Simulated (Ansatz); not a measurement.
Input:

InAs:
```cif
data_As2In2
_chemical_formula_sum 'In2 As2'
_space_group_name_H-M_alt 'P63mc'
_space_group_IT_number 186
_space_group_name_Hall 'P 6c -2c'
_cell_length_a 4.31044
_cell_length_b 4.31044
_cell_length_c 7.08282
_cell_angle_alpha 90.000
_cell_angle_beta 90.000
_cell_angle_gamma 120.000
loop_
_atom_site_label
_atom_site_type_symbol
_atom_site_symmetry_multiplicity
_atom_site_Wyckoff_symbol
_atom_site_fract_x
_atom_site_fract_y
_atom_site_fract_z
_atom_site_occupancy
In1 In 2 b 0.33333 0.66667 0.00055 1
As1 As 2 b 0.33333 0.66667 0.37495 1
```

This is the r²SCAN-relaxed structure.

Q: All from plane-wave PAW r²SCAN (Ansatz code), unless another level is named. Predict the electron effective mass.

A: 0.011, 0.011, 0.015 mₑ (principal values).

Q: Give the band gap.

A: 0.14 eV (direct).

Q: Next, the weight of the valence-edge state by species (Voronoi cells)?

A: As 81 %, In 19 %.

Q: Next, the weight of the conduction-edge state by species (Voronoi cells)?

A: In 58 %, As 42 %.

Space group P6_3mc (wurtzite). The workflow started from a Materials Project entry (that database holds measured and hypothetical structures alike); the Crystallography Open Database copy checked does not list it. It is not the phase usual at ambient conditions (space group No. 216). Symmetry was held in the r²SCAN relaxation; its stability against distortions is not shown here. Scalar-relativistic: spin–orbit coupling is off unless named, which matters more the heavier the elements.

Potentials: the later of the program's two PAW sets.
